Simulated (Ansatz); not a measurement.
**Relaxing a structure of AlIr**

The relaxed structure here is a generated cell of AlIr: the first start was made by a random draw of sites in a space group, and the end was not matched to a known phase here, so it may be hypothetical.

The start is a randomly generated symmetric cell of AlIr (space group No. 164). The cell and all atomic positions are relaxed at zero pressure with PBEsol (plane waves to 420 eV, PAW, scalar-relativistic; Ansatz, a quantum-chemistry and plane-wave program). The first steps use a coarse 10×10×7 k-mesh.

Starting cell:
```
AlIr
1.0
    3.75691     0.00000     0.00000
   -1.87846     3.25358     0.00000
    0.00000     0.00000     4.73390
Al Ir
2 2
Direct
  0.00000   0.00000   0.68344
  0.00000   0.00000   0.31656
  0.33333   0.66667   0.36302
  0.66667   0.33333   0.63698
```

- Outcome = The space group goes from P-3m1 (No. 164) to P6₃/mmc (No. 194), with 4 atoms in the primitive cell
- Energy released = about 2.0 eV/atom
- Volume change = +15.3 %, from 14.47 to 16.68 Å³/atom
- Shortest distances (start → end) = The closest pairs of elements (up to four, under 3.6 Å), start → end: Al–Al 1.74 → 2.34 Å; Al–Ir 2.18 → 2.34 Å; Ir–Ir 2.53 → 3.31 Å
- Band gap at the end = zero (metallic)
- Optimiser moves = 12

Final structure:

```cif
data_Al2Ir2
_chemical_formula_sum 'Al2 Ir2'
_space_group_name_H-M_alt 'P63/mmc'
_space_group_IT_number 194
_space_group_name_Hall '-P 6c 2c'
_cell_length_a 4.06058
_cell_length_b 4.06058
_cell_length_c 4.67360
_cell_angle_alpha 90.000
_cell_angle_beta 90.000
_cell_angle_gamma 120.000
loop_
_atom_site_label
_atom_site_type_symbol
_atom_site_symmetry_multiplicity
_atom_site_Wyckoff_symbol
_atom_site_fract_x
_atom_site_fract_y
_atom_site_fract_z
_atom_site_occupancy
Al1 Al 2 b 0.00000 0.00000 0.25000 1
Ir1 Ir 2 c 0.33333 0.66667 0.25000 1
```

Final values are on a 13×13×10 k-mesh of the relaxed cell. The start holds a very short contact (Al–Al 1.74 Å). No spin polarisation in the result.

The run could not lose the symmetry of its start, so the end can be a saddle point.
